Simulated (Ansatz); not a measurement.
# Ru (hcp)

Level of theory: DFT, PBE, scalar-relativistic, no spin polarisation; plane waves to 420 eV with PAW datasets (Ansatz 0.2.0), Γ-centred 18×18×10 mesh, 0.05 eV Gaussian smearing; PAW files: Ansatz's generated set soft_2.

```
Ru
1.0
     2.71953    0.00000    0.00000
    -1.35977    2.35519    0.00000
     0.00000    0.00000    4.29785
Ru
2
Cartesian
  0.0000 1.5701 3.2234
  1.3598 0.7851 1.0745
```

Cell and atoms are those of this level's equilibrium.

Path: Γ–M–K–Γ–A–L–H–A | L–M | H–K, with Γ = (0.000, 0.000, 0.000), M = (0.500, 0.000, 0.000), K = (0.333, 0.333, 0.000), A = (0.000, 0.000, 0.500), L = (0.500, 0.000, 0.500), H = (0.333, 0.333, 0.500) in reciprocal vectors of the calculation's cell.

Task: Is it a metal or an insulator, and if it has a gap, where are the band edges on this path?

Result: A metal: bands cross the Fermi level.

Bands as a text map, energy in eV from the Fermi level (dashes), each leg drawn with the same width:
```
  4.86 |                                                     *             
  4.57 |  *       *                                 *                      
  4.29 |         *                           *              *              
  4.00 |       **                                                **        
  3.71 |                                    *              *    *          
  3.43 |                                   *              *    *           
  3.14 |                *   *             *                *               
  2.86 | *    *                                               *            
  2.57 |                                 *           *                     
  2.29 |                                                    **             
  2.00 |      ***                       *                        **        
  1.71 |   *** *****     *                 *        * *   *********        
  1.43 |* *   ************** *         *  * *****  * *      *** ***      **
  1.14 |**   **   ** **     ******    *  *       **    *       *   ********
  0.86 |     *      **            **                       *  *         *  
  0.57 |     *         * *     *    *****  *          *****            *   
  0.29 |                           *        *                *             
  0.00 |-*--*-----------*-*-------*-------*--*-------------*---*------*----
 -0.29 |    *               *   *             *             *              
 -0.57 |   *             **      *             *            *        *     
 -0.86 |  *                *    **       *      *          *    *   *      
 -1.14 |   *        ****  **  **         ****    ***      ** *     ********
 -1.43 |****   *****        **          *    *      ***       *****        
 -1.71 | ** ****        ** **     *    *                    *     *        
 -2.00 |**** *****      ** ******       *     *        *     *    *        
 -2.29 |*****     **   *  *****  * *  *        *        *        *         
 -2.57 |*   **    * **    ** ***********        *****  ***    **   ****    
 -2.86 | *   ***** ****  *  *   ****                  *         ***    ****
        Γ      M      K      Γ      A      L      H      AL       MH      K
```
